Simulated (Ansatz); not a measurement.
Cs$_{2}$HgF$_{4}$:
```cif
data_Cs4F8Hg2
_chemical_formula_sum 'Cs4 Hg2 F8'
_space_group_name_H-M_alt 'I4/mmm'
_space_group_IT_number 139
_space_group_name_Hall '-I 4 2'
_cell_length_a 4.64582
_cell_length_b 4.64582
_cell_length_c 14.50674
_cell_angle_alpha 90.000
_cell_angle_beta 90.000
_cell_angle_gamma 90.000
loop_
_atom_site_label
_atom_site_type_symbol
_atom_site_symmetry_multiplicity
_atom_site_Wyckoff_symbol
_atom_site_fract_x
_atom_site_fract_y
_atom_site_fract_z
_atom_site_occupancy
Cs1 Cs 4 e 0.00000 0.00000 0.35682 1
Hg1 Hg 2 a 0.00000 0.00000 0.00000 1
F1 F 4 e 0.00000 0.00000 0.15450 1
F2 F 4 c 0.00000 0.50000 0.00000 1
```
(The calculation used a cell of 7 atoms; values per cell refer to that cell.)

Relaxed with r²SCAN. DFT-r²SCAN in the program Ansatz with PAW potentials gives a gap of 2.59 eV.

What gap does HSE06 give on the same cell (Ansatz, PAW)?

3.79 eV, 1.20 eV more. The hybrid was solved on a coarser mesh and at special points; its gap is the smallest among all of these.

Cost on shared cores: the r²SCAN run (SCF on a 8×8×8 mesh, then bands and DOS) roughly 5 core-minutes, the HSE06 run (SCF on 5×5×5, then a few points) around 6 core-minutes (rough); the tasks are unlike.

The first step of the workflow began from a Materials Project structure, measured or hypothetical; the Crystallography Open Database copy checked does not list it. Whether it is the stable phase at ambient conditions was not checked. The r²SCAN relaxation kept the symmetry of its start; its stability against distortions is not shown here. Scalar-relativistic: spin–orbit coupling is off unless named, which matters more the heavier the elements.

Potentials: the later of the program's two PAW sets.
